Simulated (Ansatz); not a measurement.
Computed with DFT PBE, scalar-relativistic, plane waves, PAW in Ansatz 0.2.0. Settings: cutoff 420 eV, Γ-centred meshes spaced at most about 0.3 Å⁻¹, and about 0.25 Å⁻¹ or finer for metals (2π included), Gaussian smearing. No spin polarisation in the final relaxations.

All energies are static (0 K, no zero-point motion).

Two relaxed structures of Ga3SbAs2:

A.

Space group I-4m2 (No. 119). a = 4.176 Å, b = 4.176 Å, c = 17.711 Å, α = 90.00°, β = 90.00°, γ = 90.00°
```tsv
atom	site	symmetry	x	y	z
Ga	4e	2mm.	0.5000	0.5000	0.3412
Ga	2b	-4m2	0.5000	0.5000	0.0000
Sb	2d	-4m2	0.5000	0.0000	0.2500
As	4f	2mm.	0.0000	0.5000	0.0794
```

B.

Space group P3m1 (No. 156). a = 4.178 Å, b = 4.178 Å, c = 10.239 Å, α = 90.00°, β = 90.00°, γ = 120.00°
```csv
atom,site,symmetry,x,y,z
Ga,1a,3m.,0.0000,0.0000,0.0125
Ga,1b,3m.,0.3333,0.6667,0.6530
Ga,1c,3m.,0.6667,0.3333,0.3336
Sb,1a,3m.,0.0000,0.0000,0.7504
As,1b,3m.,0.3333,0.6667,0.4106
As,1c,3m.,0.6667,0.3333,0.0899
```

Question: Which form is favoured at zero pressure, and by what margin per atom?

Answer: They are level within the accuracy (5 meV/atom apart, with A the lower in these runs). A has Sb and As ordered on zinc blende sites, space group I-4m2 (No. 119), 25.7 Å³/atom and no gap on its mesh; B has Sb and As ordered on zinc blende sites, space group P3m1 (No. 156), 25.8 Å³/atom and no gap. Counting As or Sb atoms around Ga (for each partner element, those within 1.25 times its shortest distance or 1.15 times the sum of covalent radii, where it is the nearest in units of that sum or under 1.3), A and B both have Ga 4. Both come from invented guesses.

Spin–orbit coupling, which can matter for Sb, is left out. The zero gap of I-4m2, P3m1 may come from the functional, which often closes small gaps. Cells relaxed within their symmetry can be saddle points.
